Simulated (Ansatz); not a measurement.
The following input was run with Ansatz 0.2.0.

```yaml
crystal:
  lattice:
    - [5.9100893263, 0.0, 0.0]
    - [0.0, 5.9100893263, 0.0]
    - [0.0, 0.0, 5.9100893263]
  atoms:
    - { symbol: Fe, position: [0.5, 0.5, 0.5], spin: 3.14 }
    - { symbol: Fe, position: [0.5, 0.0, 0.5], spin: 3.12 }
    - { symbol: Fe, position: [0.5, 0.5, 0.0], spin: 3.12 }
    - { symbol: Fe, position: [0.0, 0.5, 0.5], spin: 3.12 }
    - { symbol: Fe, position: [0.5, 0.0, 0.0], spin: 3.04 }
    - { symbol: Fe, position: [0.0, 0.0, 0.5], spin: 3.04 }
    - { symbol: Fe, position: [0.0, 0.5, 0.0], spin: 3.04 }
    - { symbol: Fe, position: [0.2475865409, 0.2475865409, 0.2475865409], spin: 3.12 }
    - { symbol: Fe, position: [0.2475865409, 0.7524134591, 0.2475865409], spin: 3.12 }
    - { symbol: Fe, position: [0.2475865409, 0.2475865409, 0.7524134591], spin: 3.12 }
    - { symbol: Fe, position: [0.7524134591, 0.2475865409, 0.2475865409], spin: 3.12 }
    - { symbol: Fe, position: [0.7524134591, 0.7524134591, 0.2475865409], spin: 3.12 }
    - { symbol: Fe, position: [0.2475865409, 0.7524134591, 0.7524134591], spin: 3.12 }
    - { symbol: Fe, position: [0.7524134591, 0.2475865409, 0.7524134591], spin: 3.12 }
    - { symbol: Fe, position: [0.7524134591, 0.7524134591, 0.7524134591], spin: 3.12 }
    - { symbol: Co, position: [0.0, 0.0, 0.0], spin: 2.13 }
basis:
  ecutwfc: 500
kpoints:
  mp_grid: { grid: [6, 6, 6] }
hamiltonian:
  xc: r2scan
scf:
  occupations: { method: gaussian, width: 0.1 }
output:
  forces: true
  stress: true
  eigenvalues: true
  populations: true
  write_density: true
  write_potential: true
  elf: true
  volumetric_format: npy
magnetization:
  spin_polarized: true
relax:
  adjacent_minimum: "off"
  f_tol: 0.01
  max_steps: 30
```

Launched with
```bash
ansatz run input.yaml --threads 4 --pin off --max-ram 10240MiB --backend cpu --events-out ev --progress --plain --runs-dir out
```

Theory: Ansatz, DFT r2SCAN, scalar-relativistic, plane waves, PAW.

From the run's log, abridged (final results; tables in files aren't shown):

```
SCF 4 converged in 2 iterations: F = -72419.514149 eV  dr2 = 4.80e-8
SCF converged after 2 iterations
Stability not checked: this state was not tested for a lower state beside it, because the mixer in use, unlike msr1, does not test its closes by its own steps (another_mixer; see scf.mixing.algorithm and scf.lower_state_search)
Magnetization: 43.1585 μB (150.0793 up, 106.9207 down)
Absolute magnetization: 48.9903 μB (∫|ρ↑−ρ↓|, with the PAW one-centre terms)
Spin contamination: 2.2237 ħ² per cell (⟨S²⟩ above its minimum at these occupations)
Per-site moments (μB) at R_I (Å): [(2.96442369, 1.06814284), (2.94825622, 1.05987762), (2.94825622, 1.05987762), (2.94825622, 1.05987762), (2.86831065, 1.05154744), (2.86831065, 1.05154744), (2.86831065, 1.05154744), (2.94366966, 1.04315074), (2.94366966, 1.04315074), (2.94366966, 1.04315074), (2.94366966, 1.04315074), (2.94366966, 1.04315074), (2.94366966, 1.04315074), (2.94366966, 1.04315074), (2.94366966, 1.04315074), (1.95360195, 1.04315074)]
Free energy (F): -72419.514149 eV
Harris-Foulkes:  -72419.514149 eV  (|F-HF|=4.39e-8)
Internal energy: -72419.448387 eV  (E = F + TS)
E sigma→0 (E₀):  -72419.481268 eV
Entropy (-TS):   -0.065762 eV (-4.110 meV/atom)
Fermi energy:    15.949024 eV
--- Per-component energies (eV) ---
  E_band       = -4441.315263
  E_kinetic    = 5635.305136
  E_local      = -36429.771979  (includes V_loc(G=0)·N_el)
  E_nonlocal   = 3821.633362
  E_hartree    = 15200.550082
  E_xc         = -1834.139490
  E_vxc        = -2718.474221  (∫ρ·V_xc dr)
  E_paw        = -22218.832217  (= ΣΔE_a)
  E_vpaw       = -5345.152631  (= ΣTr[D̂ρ^β])
  E_aug_tail   = 0.003947  (compensation charges beyond the density's cutoff)
  E_vtau       = 194.038142  (kinetic-family band-sum trace: ∫τ·v_τ [+ j·A + Jᵃ·Aᵃ] dr)
  E_ewald      = -36589.559898
  E_core_change = -4.637330  (= ΣΔE_core)
  E_smearing   = -0.065762  (= −TS)
--- Forces (eV/Å), atoms counted from 1 ---
  atom   1  Fe     0.00000000     0.00000000     0.00000000
  atom   2  Fe     0.00000000     0.00000000     0.00000000
  atom   3  Fe     0.00000000     0.00000000     0.00000000
  atom   4  Fe     0.00000000     0.00000000     0.00000000
  atom   5  Fe     0.00000000     0.00000000     0.00000000
  atom   6  Fe     0.00000000     0.00000000     0.00000000
  atom   7  Fe     0.00000000     0.00000000     0.00000000
  atom   8  Fe    -0.00005696    -0.00005696    -0.00005696
  atom   9  Fe    -0.00005696     0.00005696    -0.00005696
  atom  10  Fe    -0.00005696    -0.00005696     0.00005696
  atom  11  Fe     0.00005696    -0.00005696    -0.00005696
  atom  12  Fe     0.00005696     0.00005696    -0.00005696
  atom  13  Fe    -0.00005696     0.00005696     0.00005696
  atom  14  Fe     0.00005696    -0.00005696     0.00005696
  atom  15  Fe     0.00005696     0.00005696     0.00005696
  atom  16  Co     0.00000000     0.00000000     0.00000000
--- Stress (GPa, compression-positive) ---
      -14.156845       0.000000       0.000000
        0.000000     -14.156845       0.000000
        0.000000       0.000000     -14.156845
  P = ⅓ Tr σ = -14.1568 GPa (-141.568 kbar)
--- Band table (eV; the first three rows and the last of 40) ---
  k-point 0 ↑: bands = ["-84.2519", "-76.4717", "-76.4509", "-76.4356", "-76.4356", "-76.4356", "-76.4334", "-76.4334", "-76.4328", "-76.4328", "-76.4328", "-76.4302", "-76.4136", "-76.2325", "-76.2325", "-76.2295", "-46.0456", "-46.0456", "-46.0456", "-41.2480", "-41.2480", "-41.2480", "-41.2193", "-41.2193", "-41.2193", "-41.1817", "-41.1730", "-41.1730", "-41.1730", "-41.1565", "-41.1565", "-41.1565", "-41.1381", "-41.1139", "-41.1139", "-41.1109", "-41.1109", "-41.1109", "-41.0916", "-41.0916", "-41.0916", "-41.0853", "-41.0853", "-41.0853", "-41.0733", "-41.0733", "-41.0733", "-41.0702", "-41.0702", "-41.0555", "-41.0555", "-41.0555", "-41.0370", "-41.0370", "-41.0370", "-40.9108", "-40 ...
  k-point 1 ↑: bands = ["-84.2519", "-76.4711", "-76.4508", "-76.4402", "-76.4354", "-76.4354", "-76.4334", "-76.4330", "-76.4330", "-76.4327", "-76.4304", "-76.4290", "-76.4140", "-76.2325", "-76.2323", "-76.2297", "-46.0456", "-46.0456", "-46.0456", "-41.2457", "-41.2457", "-41.2450", "-41.2151", "-41.2147", "-41.2147", "-41.1894", "-41.1717", "-41.1717", "-41.1663", "-41.1610", "-41.1610", "-41.1550", "-41.1391", "-41.1293", "-41.1228", "-41.1202", "-41.1202", "-41.1016", "-41.0984", "-41.0984", "-41.0920", "-41.0920", "-41.0905", "-41.0799", "-41.0731", "-41.0719", "-41.0704", "-41.0638", "-41.0638", "-41.0549", "-41.0477", "-41.0477", "-41.0343", "-41.0343", "-41.0317", "-40.9110", "-40 ...
  k-point 2 ↑: bands = ["-84.2519", "-76.4698", "-76.4504", "-76.4451", "-76.4349", "-76.4349", "-76.4335", "-76.4335", "-76.4334", "-76.4322", "-76.4308", "-76.4248", "-76.4152", "-76.2325", "-76.2319", "-76.2301", "-46.0456", "-46.0456", "-46.0456", "-41.2405", "-41.2405", "-41.2374", "-41.2046", "-41.2018", "-41.2018", "-41.2001", "-41.1744", "-41.1744", "-41.1649", "-41.1649", "-41.1587", "-41.1512", "-41.1439", "-41.1419", "-41.1419", "-41.1418", "-41.1410", "-41.1102", "-41.1102", "-41.0995", "-41.0927", "-41.0927", "-41.0872", "-41.0762", "-41.0726", "-41.0710", "-41.0692", "-41.0553", "-41.0553", "-41.0542", "-41.0377", "-41.0377", "-41.0283", "-41.0283", "-41.0231", "-40.9112", "-40 ...
  k-point 19 ↓: bands = ["-80.9943", "-71.9348", "-71.9336", "-71.9336", "-71.9336", "-71.9254", "-71.9254", "-71.9254", "-71.9227", "-71.9062", "-71.9008", "-71.9008", "-71.9008", "-71.8282", "-71.8282", "-71.8282", "-42.8470", "-42.8470", "-42.8470", "-36.7339", "-36.7339", "-36.7339", "-36.7306", "-36.7306", "-36.7264", "-36.7264", "-36.7264", "-36.7185", "-36.7185", "-36.7172", "-36.7172", "-36.7172", "-36.7132", "-36.7088", "-36.7088", "-36.7088", "-36.6964", "-36.6931", "-36.6931", "-36.6931", "-36.6476", "-36.6476", "-36.6476", "-36.5673", "-36.5605", "-36.5605", "-36.5605", "-36.5529", "-36.5529", "-36.5529", "-36.5432", "-36.5432", "-36.5400", "-36.5400", "-36.5400", "-36.5193", "-3 ...
--- Relaxed structure (3 steps of the walk, 3 accepted, 0 SCFs on fresh bases) ---
  F+E_penalty+E_count = -72419.51414857 eV   max|allowed force component| = 5.037e-5 eV/Å
  atoms:
    - { symbol: Fe, position: [0.5, 0.5, 0.5] }
    - { symbol: Fe, position: [0.5, 0.0, 0.5] }
    - { symbol: Fe, position: [0.5, 0.5, 0.0] }
    - { symbol: Fe, position: [0.0, 0.5, 0.5] }
    - { symbol: Fe, position: [0.5, 0.0, 0.0] }
    - { symbol: Fe, position: [0.0, 0.0, 0.5] }
    - { symbol: Fe, position: [0.0, 0.5, 0.0] }
    - { symbol: Fe, position: [0.24704066, 0.24704066, 0.24704066] }
    - { symbol: Fe, position: [0.24704066, 0.75295933, 0.24704066] }
    - { symbol: Fe, position: [0.24704066, 0.24704066, 0.75295933] }
    - { symbol: Fe, position: [0.75295933, 0.24704066, 0.24704066] }
    - { symbol: Fe, position: [0.75295933, 0.75295933, 0.24704066] }
    - { symbol: Fe, position: [0.24704066, 0.75295933, 0.75295933] }
    - { symbol: Fe, position: [0.75295933, 0.24704066, 0.75295933] }
    - { symbol: Fe, position: [0.75295933, 0.75295933, 0.75295933] }
    - { symbol: Co, position: [0.0, 0.0, 0.0] }
--- Löwdin populations: 16 sites ---
  site symbol q [e]    m [muB]
     0     Fe     15.7028     2.9649
     1     Fe     15.7088     2.9485
     2     Fe     15.7088     2.9485
     3     Fe     15.7088     2.9485
     4     Fe     15.7425     2.8762
     5     Fe     15.7425     2.8762
     6     Fe     15.7425     2.8762
     7     Fe     15.7115     2.9441
     8     Fe     15.7115     2.9441
     9     Fe     15.7115     2.9441
    10     Fe     15.7115     2.9441
    11     Fe     15.7115     2.9441
    12     Fe     15.7115     2.9441
    13     Fe     15.7115     2.9441
    14     Fe     15.7115     2.9441
    15     Co     16.7393     1.8993
  spilling = 0.017556 (of n_electrons = 257.000000)
```

The relaxation met its thresholds.

It took 2.5 min on 4 threads of Intel(R) Xeon(R) 6975P-C (Granite Rapids), with other jobs on the host, peak memory 3.1 GiB.

The state reached may not be the lowest one. Only parallel moments were tried here.